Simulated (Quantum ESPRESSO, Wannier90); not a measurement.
**ZnF₂ (rutile): Wannier90 run**

```
ZnF2
1.0
    4.70294     0.00000     0.00000
    0.00000     4.70294     0.00000
    0.00000     0.00000     3.13289
Zn F
2 4
Direct
  0.50000   0.50000   0.50000
  0.00000   0.00000   0.00000
  0.69686   0.69686   0.00000
  0.30314   0.30314   0.00000
  0.80314   0.19686   0.50000
  0.19686   0.80314   0.50000
```

Cell from Materials Project (mp-1873), symmetrised, no further relaxation. COD (Crystallography Open Database) has an entry of this formula and space group (matched by these alone). Level: LDA, no spin polarisation, no spin-orbit coupling; pw.x of Quantum ESPRESSO at 68 Ry with PseudoDojo potentials, 4×4×4 k-points, Wannier90. Density: 8×8×10 mesh, cold smearing 0.01 Ry.

Functional, cutoff and mesh named above are those of the base row (68); the first column says what each row takes instead. Model: 26 functions from bands 9-34, start SCDM (isolated) (the valence bands). Energies are relative to the valence-band maximum; the misfit is to pw.x on a path, for all bands of the set. Only the plane-wave cutoff changes (density cutoff four times as high). Ω_total can sit in another minimum from row to row; Ω_I of an isolated set cannot. A star marks runs that hit the step limit.

| ecutwfc (Ry) | Ω_I (Å²) | Ω_total (Å²) | rms misfit (meV) | gap (eV) | ΔE to highest cutoff (meV/atom) | plane waves a k-point, about (cost) |
|---|---|---|---|---|---|---|
| 34 | 11.54 | 13.32 | 93 | 1.744 | 40559.4 | 1600 |
| 42 | 10.42 | 11.81* | 37 | 3.289 | 13412.4 | 2100 |
| 51 | (withheld) | 11.39* | 11 | (withheld) | (withheld) | 2900 |
| 68 | 9.85 | 11.24* | 1.5 | 3.474 | 54.7 | 4400 |
| 84 | 9.85 | 11.24* | 1.4 | 3.476 | 0.3 | 6100 |
| 105 | 9.85 | 11.24* | 1.4 | 3.476 | 0.0 | 8500 |

**Question.** Fill in the missing entries.

**Answer.** 
- 51, Ω_I (Å²): 10.00
- 51, gap (eV): 3.399
- 51, ΔE to highest cutoff (meV/atom): 2959.9
